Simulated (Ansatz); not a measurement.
**Structure relaxation, ScSi**

The start is a relaxed ScSi cell, doubled along one cell vector, shaken by Gaussian noise of σ = 0.08 Å a coordinate. The structure is fully relaxed (lattice and positions, P = 0) with PBEsol (plane waves to 420 eV, PAW, scalar-relativistic; Ansatz, a first-principles code). The first steps use a coarse 3×6×6 k-mesh.

Initial structure:
```
CELL_PARAMETERS angstrom
      0.00000     6.49600     6.49600
      3.24800     0.00000     3.24800
      3.24800     3.24800     0.00000
ATOMIC_POSITIONS crystal
  Sc 0.38997 0.73020 0.74068
  Sc 0.87897 0.76399 0.74101
  Sc 0.25773 0.45594 0.47843
  Sc 0.74926 0.51284 0.49675
  Si 0.00141 0.99376 0.99882
  Si 0.50221 0.02835 0.98953
  Si 0.13510 0.23450 0.23927
  Si 0.62853 0.24044 0.25719
```

**Question.** Which atoms feel the largest initial force, and how large is it?

**Answer.** About 0.7 eV/Å, on Si7 (atoms numbered as listed).

**Question.** How does the volume per atom move from start to end?

**Answer.** +3.1 %, from 17.13 to 17.67 Å³/atom.

**Question.** Is the parent structure recovered?

**Answer.** It does not go back: it reaches Cmcm (No. 63), 0.82 eV/atom below the parent.

**Question.** Is the relaxed structure metallic? Give its gap.

**Answer.** No gap (metallic).

**Question.** Write out the relaxed structure.

**Answer.** 
Space group Cmcm (No. 63); a = 3.991 Å, b = 11.889 Å, c = 5.958 Å, α = 90.00°, β = 90.00°, γ = 90.00°

```json
[
 {"atom": "Sc", "site": "4c", "symmetry": "m2m", "x": "0.0000", "y": "0.0481", "z": "0.7500"},
 {"atom": "Sc", "site": "4c", "symmetry": "m2m", "x": "0.0000", "y": "0.2231", "z": "0.2500"},
 {"atom": "Si", "site": "8f", "symmetry": "m..", "x": "0.0000", "y": "0.6009", "z": "0.0482"}
]
```
(The calculation used a cell of 8 atoms; values per cell refer to that cell.)

Final values are on a 12×12×8 k-mesh of the relaxed cell. No spin polarisation in the result.

Of the parent cell (Fd-3m (No. 227)): it is a generated cell of ScSi: the first start was made by placing the elements on the sites of a structure type, and the end was not matched to a known phase here, so it may be hypothetical.

The first start was generated by placing the elements on the sites of a structure type. Materials Project lists a structure of ScSi in the same space group, Cmcm (No. 63); the sites were not compared with it, nor with measured phases.
